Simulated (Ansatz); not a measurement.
Relaxed-ion elastic tensor of Sn2Pt (fluorite or antifluorite type, Fm-3m) in GPa (Voigt order), LDA in the plane-wave PAW code Ansatz; density 10.94 g/cm³, 21.87 Å³ per atom.

```json
[
 {"": "1", "1": "158", "2": "93.2", "3": "93.2", "4": "0.0", "5": "0.0", "6": "0.0"},
 {"": "2", "1": "93.2", "2": "158", "3": "93.2", "4": "0.0", "5": "0.0", "6": "0.0"},
 {"": "3", "1": "93.2", "2": "93.2", "3": "158", "4": "0.0", "5": "0.0", "6": "0.0"},
 {"": "4", "1": "0.0", "2": "0.0", "3": "0.0", "4": "25.5", "5": "0.0", "6": "0.0"},
 {"": "5", "1": "0.0", "2": "0.0", "3": "0.0", "4": "0.0", "5": "25.5", "6": "0.0"},
 {"": "6", "1": "0.0", "2": "0.0", "3": "0.0", "4": "0.0", "5": "0.0", "6": "25.5"}
]
```

Question: Is the crystal mechanically stable?

Answer: Yes: the smallest eigenvalue of C is 25.5 GPa.

Question: Work out the Voigt, Reuss and Hill averages.

Answer: K_V = 115, K_R = 115, K_H = 115; G_V = 28.4, G_R = 28.0, G_H = 28.2 GPa.

Question: Give Young's modulus, Poisson's ratio, Pugh's ratio and the universal anisotropy index.

Answer: E = 9KG/(3K + G) = 78.1 GPa; ν = 0.39; K/G = 4.08 (ductile by the Pugh limit of 1.75); A_U = 5G_V/G_R + K_V/K_R − 6 = 0.07.

Question: Estimate the sound speeds and the Debye temperature.

Answer: v_l = √((K + 4G/3)/ρ) = 3730 m/s, v_t = √(G/ρ) = 1600 m/s, mean 1810 m/s; Θ = (h/k)(3n/4πV)^(1/3) v_m = 193 K.

Question: Give the Zener ratio and Young's modulus along [100], [110] and [111].

Answer: A = 2C44/(C11 − C12) = 0.78; 1/E = S11 − 2(S11 − S12 − S44/2)Γ with Γ = 0, 1/4, 1/3 gives 89.5, 75.1, 71.3 GPa.

Question: Solve the Christoffel equation for the three sound speeds along [100], [110], [111].

Answer: Eigenvalues of C_ijkl n_j n_l equal ρv². In km/s, slowest first: [100] 1.53, 1.53, 3.81; [110] 1.53, 1.73, 3.72; [111] 1.66, 1.66, 3.69.

The workflow started from a Materials Project entry (that database holds measured and hypothetical structures alike); the Crystallography Open Database files this formula in space group No. 225, but the cells were not matched. Its standing as an ambient phase is unchecked. The LDA relaxation kept the symmetry of its start; of distortions, only those at the zone centre were tested. The run is not spin-polarised. As this level gives no gap, shear constants depend on the k-mesh and smearing (Fermi–Dirac, 0.1 eV here). Scalar-relativistic: spin–orbit coupling is off unless named, which matters more the heavier the elements.

Potentials: the later of the program's two PAW sets.
